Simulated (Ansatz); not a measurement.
AlPt under strong compression

```
CELL_PARAMETERS angstrom
3.09155 0.00000 0.00000
0.00000 3.09155 0.00000
0.00000 0.00000 3.09155
ATOMIC_POSITIONS crystal
Al 0.00000 0.00000 0.00000
Pt 0.50000 0.50000 0.50000
```

The base volume is that of a database entry, so it needn't be at zero pressure; the structure needn't be the stable phase, at rest or compressed.

Its volume is scaled at fixed shape and fractional positions.

Computed with Ansatz 0.2.0; functional LDA, scalar-relativistic. Settings: a Γ-centred 12×12×12 k mesh, Fermi–Dirac smearing of 0.05 eV, no spin polarisation. Methods: LAPW: all electrons, basis error target 1 meV/atom; PAW: frozen-core files, cutoff 420 eV; crystal datasets: all electrons, by PAW datasets that the program makes for each cell.

Energies are extrapolated to zero smearing and count from the unscaled cell; pressure is positive in compression; gaps take the mesh and a band path. No temperature or zero-point motion is included.

Spin–orbit coupling is left out, which matters for the heavy atoms. The PAW files were made under PBE.

```csv
V/V0,V (Å³/atom),P LAPW (GPa),ΔE LAPW (eV/atom),P PAW − LAPW (GPa),ΔE PAW − LAPW (meV/atom)
1.00,14.77,-9.72,0.000,-0.05,0.0
0.80,11.82,54.1,0.295,0.10,0.1
0.75,11.08,?,0.615,0.20,0.8
0.55,8.13,?,4.465,1.04,12.1
```

Q: What belongs in the row "0.75", column "P LAPW (GPa)"?

A: 86.3.

Q: Give the missing entry: row "0.55", column "P LAPW (GPa)".

A: 401.3.

Q: From the table, what is the rise of the enthalpy H = E + pV up to the last row, and how stiff is the crystal between the last two rows?

A: ΔH = 4.465 eV + (401.3 GPa × 8.13 Å³ + 9.72 GPa × 14.77 Å³) × 0.006242 eV/(GPa·Å³) = 25.72 eV/atom, of which pV makes 83 %. The mean bulk modulus there is −ΔP/Δln V = 1020 GPa.

Q: At the smallest volume, how far do crystal datasets lie from LAPW in pressure?

A: crystal datasets: 0.00 GPa, on a LAPW pressure of 401.3 GPa.

Q: How do the Löwdin populations by LAPW change from the unscaled cell to the last row?

A: Al 3s 0.89 → 0.70, Al 3p 2.28 → 2.50, Pt 5s 1.95 → 1.87, Pt 6s 0.69 → 0.64, Pt 5d 9.09 → 9.17 electrons an atom. These are projections on the shells that the free atoms fill; 0.13 e a cell lies outside them at the start and 0.19 e at the end.
